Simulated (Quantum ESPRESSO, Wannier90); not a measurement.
## Tight-binding from DFT: ZrO2 (fluorite)

```yaml
crystal:
  lattice:
    - [0.00000, 2.54508, 2.54508]
    - [2.54508, 0.00000, 2.54508]
    - [2.54508, 2.54508, 0.00000]
  atoms:
    - { symbol: Zr, position: [0.00000, 0.00000, 0.00000] }
    - { symbol: O, position: [0.25000, 0.25000, 0.25000] }
    - { symbol: O, position: [0.75000, 0.75000, 0.75000] }
```

Structure: Materials Project mp-1565, symmetrised, not relaxed again. COD (Crystallography Open Database) records the formula in this space group. Ideal cubic forms of this type are often high-temperature phases that distort on cooling; symmetry holds the cell here, and its stability was not tested. Computed values, not measurements, from PBEsol: Quantum ESPRESSO (norm-conserving PseudoDojo potentials, cutoff 68 Ry, no spin polarisation, no spin-orbit coupling) on a Γ-centred 10×10×10 mesh, then Wannier90. Density: 10×10×10 mesh, cold smearing 0.01 Ry.

Base run: 11 functions from bands 7-27 of the 27 computed, start hydrogen-like Zr: d; O: p, frozen window up to 4.80 eV relative to the valence-band maximum, outer window open. Its settings: num_cg_steps = 5, trial_step = 2 and dis_mix_ratio = 0.5 (the program's defaults), conv_tol = 1.0e-6 over 4 steps, num_iter = 800, dis_conv_tol = 1.0e-6, dis_num_iter = 1000. One of them is changed at a time.

```tsv
run	disentanglement steps	localisation steps	Ω_I (Å²)	Ω_total (Å²)	ended
base	143	26	10.639	10.815	converged
fixed_step = 2.0	143	800	10.639	10.820	step limit
conv_tol = 1.0e-4	143	13	10.639	10.815	converged
dis_mix_ratio = 0.2	382	26	10.639	10.815	converged
```
